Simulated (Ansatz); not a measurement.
WS2 (2H-MoS2 type, space group P6_3/mmc)

```
CELL_PARAMETERS angstrom
      3.15429     0.00000     0.00000
     -1.57715     2.73170     0.00000
      0.00000     0.00000    12.14086
ATOMIC_POSITIONS crystal
  W  0.33333 0.66667 0.25000
  W  0.66667 0.33333 0.75000
  S  0.33333 0.66667 0.62030
  S  0.66667 0.33333 0.12030
  S  0.66667 0.33333 0.37970
  S  0.33333 0.66667 0.87970
```

Grid over V/V₀ and (c/a)/(c/a)₀, subscript 0 meaning the relaxed cell; the conventional c axis lies along z; no internal relaxation.

Level of theory: PBE-D3(BJ) (plane waves to 420 eV, PAW, scalar-relativistic; Ansatz, a program for electronic structure). k mesh 12×12×3 (Γ-centred), Fermi-Dirac smearing 0.05 eV. E stands for the smeared free energy. As the atoms are clamped, bonds stretch with the cell, which overstates energies and stresses. Spin-orbit coupling is left out, though W is heavy. The PAW data are Ansatz's earlier set. WS2 is run without spin polarisation. WS2 was relaxed with its symmetry unable to fall.

Changes of ΔE (meV/atom) from the point V/V₀ = 1.000, (c/a)/(c/a)₀ = 1.000 when one coordinate moves alone (two changes are said to add if the coupling is within 5 % of the smaller one, nearly so within 20 %):

```tsv
point	change
V/V₀ = 1.000, (c/a)/(c/a)₀ = 0.920	49.00
V/V₀ = 1.000, (c/a)/(c/a)₀ = 0.947	21.29
V/V₀ = 1.000, (c/a)/(c/a)₀ = 0.973	5.21
V/V₀ = 0.920, (c/a)/(c/a)₀ = 1.000	68.34
V/V₀ = 0.947, (c/a)/(c/a)₀ = 1.000	28.87
V/V₀ = 0.973, (c/a)/(c/a)₀ = 1.000	6.87
V/V₀ = 1.027, (c/a)/(c/a)₀ = 1.000	6.25
V/V₀ = 1.053, (c/a)/(c/a)₀ = 1.000	23.85
V/V₀ = 1.080, (c/a)/(c/a)₀ = 1.000	51.30
V/V₀ = 1.000, (c/a)/(c/a)₀ = 1.027	4.98
V/V₀ = 1.000, (c/a)/(c/a)₀ = 1.053	19.54
V/V₀ = 1.000, (c/a)/(c/a)₀ = 1.080	43.16
```

### Question
Do the two effects add at V/V₀ = 0.973, (c/a)/(c/a)₀ = 0.947? Give the computed change.

### Answer
The sum of the single changes is 6.87 + (21.29) = 28.16; the calculation gives 30.32, so the coupling contributes 2.16 (over 20 % of the smaller single change, not additive).

### Question
Do the two effects add at V/V₀ = 1.080, (c/a)/(c/a)₀ = 0.973? Give the computed change.

### Answer
The sum of the single changes is 51.30 + (5.21) = 56.51; the calculation gives 53.83, so the coupling contributes -2.68 (over 20 % of the smaller single change, not additive).

(A scan under strain: stresses follow from slopes of the energy per volume, elastic moduli from its curvatures.)
